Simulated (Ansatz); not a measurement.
# Cu: from a starting cell to a relaxed one

The start is a relaxed Cu cell deformed by the Cartesian strain tensor (xx, yy, zz, yz, xz, xy) = (0.191, -0.030, 0.046, 0.159, -0.052, 0.102). The structure is fully relaxed (lattice and positions, P = 0) with r2SCAN (plane waves to 500 eV, PAW, scalar-relativistic; Ansatz, a quantum-chemistry and plane-wave program). The first steps use a coarse 14×18×15 k-mesh.

Input geometry:
```yaml
crystal:
  lattice:
    - [0.09031, 2.01997, 2.15589]
    - [2.03786, 0.46766, 1.77854]
    - [2.31237, 1.91714, 0.19314]
  atoms:
    - { symbol: Cu, position: [0.00000, 0.00000, 0.00000] }
```

**Question.** How much energy is released per atom?

**Answer.** 0.58 eV/atom.

**Question.** How does the volume per atom move from start to end?

**Answer.** -14.0 %, from 13.30 to 11.44 Å³/atom.

**Question.** Does it find its way back to the structure it was made from?

**Answer.** It returns to the parent structure, Fm-3m (No. 225).

**Question.** How do the shortest distances between atoms change?

**Answer.** The closest pairs of elements (up to four, under 3.6 Å), start → end: Cu–Cu 2.17 → 2.53 Å.

**Question.** Is the relaxed structure metallic? Give its gap.

**Answer.** No gap (metallic).

It ends as:

Space group Fm-3m (No. 225); a = 3.5766 Å, b = 3.5766 Å, c = 3.5766 Å, α = 90.00°, β = 90.00°, γ = 90.00°

| atom | site | symmetry | x | y | z |
|---|---|---|---|---|---|
| Cu | 4a | m-3m | 0.0000 | 0.0000 | 0.0000 |
(The calculation used a cell of 1 atom; values per cell refer to that cell.)

Final values are on a 22×22×22 k-mesh of the relaxed cell. No spin polarisation in the result.

The run could not lose the symmetry of its start.
